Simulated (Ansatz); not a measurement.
**Profile along the I–Na line in NaI (rock salt)**

NaI (rock salt), conventional cell a = b = c = 6.460 Å, α = β = γ = 90.00°. The calculation uses the primitive cell of 2 atoms, to which meshes and values per cell refer.

Fields along a shortest I–Na line of a {110} plane (3.23 Å), from I to Na, interpolated on the slice's grid (step about 0.3 Å). Method: r2SCAN (plane waves to 500 eV, PAW, scalar-relativistic; Ansatz, an electronic-structure program). k mesh 9×9×9. Inside the PAW spheres the values are not all-electron values, and peaks at nuclei hang on which shells count as valence. NaI was relaxed with its symmetry unable to fall. Spin-orbit coupling is left out, though I is heavy.

| distance from I (Å) | valence electron density (e/Å³) | electron localisation function |
|---|---|---|
| 0.00 | 19.07 | x |
| 0.16 | 17.71 | x |
| 0.32 | 13.40 | x |
| 0.48 | 7.51 | x |
| 0.65 | 2.91 | 0.50 |
| 0.81 | 1.13 | 0.61 |
| 0.97 | 0.70 | 0.68 |
| 1.13 | 0.50 | 0.74 |
| 1.29 | 0.32 | 0.79 |
| 1.45 | 0.20 | 0.81 |
| 1.61 | 0.13 | 0.70 |
| 1.78 | 0.08 | 0.34 |
| 1.94 | 0.06 | 0.03 |
| 2.10 | 0.06 | 0.01 |
| 2.26 | 0.11 | 0.12 |
| 2.42 | 0.31 | 0.35 |
| 2.58 | 1.40 | 0.56 |
| 2.75 | 5.38 | x |
| 2.91 | 12.23 | x |
| 3.07 | 18.46 | x |
| 3.23 | 20.75 | x |

x: too close to a nucleus for the ELF to mean much.

Density on the I–Na line (3.23 Å) at its density minimum, 2.0 Å from I: 0.06 e/Å³. ELF at that point: 0.0. ELF maximum in the middle third of the I–Na line: 0.81, 1.5 Å from I.
